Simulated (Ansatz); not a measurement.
Kick test of a cell of LaBe₂

The structure comes from a generated guess, relaxed at this level; another structure or a mixture of phases may lie lower.

Method: DFT PBE, scalar-relativistic, plane waves, PAW in Ansatz. Cutoff 420 eV; k points 8×8×8 on the computed 6-atom cell (Γ-centred); Gaussian smearing, width 0.10 eV; no spin polarisation.

The cell below (6 atoms, space group Imma (No. 74)) is relaxed within its symmetry.

```
CELL_PARAMETERS angstrom
-2.21706 3.63865 3.23402
2.21706 -3.63865 3.23402
2.21706 3.63865 -3.23402
ATOMIC_POSITIONS crystal
La 0.32176 0.07176 0.25000
La 0.67824 0.92824 0.75000
Be 0.73881 0.65395 0.08486
Be 0.26119 0.34605 0.91514
Be 0.06910 0.65395 0.41514
Be 0.93090 0.34605 0.58486
```

For the test a repeat of it with 12 atoms (edges 4.43, 5.35, 9.74 Å) was strained at random (σ = 1.5 % a component), the atoms were moved at random (σ = 0.10 Å), and all was relaxed again on a coarse 6×6×2 mesh (in the run’s order of axes) with 0.20 eV smearing, with no symmetry imposed.

Problem. Is the structure stable against such a distortion?

Solution. It returns, within 1 meV/atom of the unmoved cell on that mesh and with the same symmetry when read at 0.1 Å (C2/m at 0.01 Å, so small strains and shifts remain). No instability shows in this cell; modes of other wave vectors, which need another repeat, aren't tested.
